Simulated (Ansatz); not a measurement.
A geometry of KSnF3 away from equilibrium: the start of the relaxation of a generated cell, KSnF3 built in the GdFeO3 structure type. All values below come from PBEsol (plane waves to 420 eV, PAW, scalar-relativistic; Ansatz, an electronic-structure program). Γ-centred k-mesh 3×2×3 on the run's cell (coarser than for final values), Fermi–Dirac smearing 0.05 eV.

```xyz
20
Lattice="6.2042 0.0000 0.0000 0.0000 8.7542 0.0000 0.0000 0.0000 6.1835" Properties=species:S:1:pos:R:3 pbc="T T T"
K      3.0258     2.1885     6.1316
K      6.1279     2.1885     3.1437
K      3.1784     6.5656     0.0519
K      0.0763     6.5656     3.0398
Sn     0.0000     0.0000     0.0000
Sn     3.1021     4.3771     3.0918
Sn     0.0000     4.3771     0.0000
Sn     3.1021     0.0000     3.0918
F      0.1942     2.1885     0.3624
F      3.2963     2.1885     2.7294
F      6.0100     6.5656     5.8212
F      2.9079     6.5656     3.4541
F      1.7868     4.7010     1.3171
F      4.8889     8.4303     1.7747
F      4.4174     0.3239     4.8664
F      1.3153     4.0532     4.4088
F      4.4174     4.0532     4.8664
F      1.3153     0.3239     4.4088
F      1.7868     8.4303     1.3171
F      4.8889     4.7010     1.7747
```

Task: Which atoms carry the largest force, and which way does it point?

Result: 0.49 eV/Å, on F9, F10, F11, F12 (atoms numbered as listed); on F12 its components are (-0.17, 0.00, 0.46).

Task: What is the pressure?

Result: +9.9 GPa, compression positive.

Task: How much energy per atom can still be gained by relaxing?

Result: 0.09 eV/atom; the path ends in Pnma (No. 62) (AFLOW prototype AB3C_oP20_62_c_cd_a (as in CaTiO3)).

No spin polarisation in the result.

The run could not lose the symmetry of its start, so the end can be a saddle point.

The end of the path is a generated cell of KSnF3: the first start was made by placing the elements on the sites of a structure type, and the end was not matched to a known phase here, so it may be hypothetical.
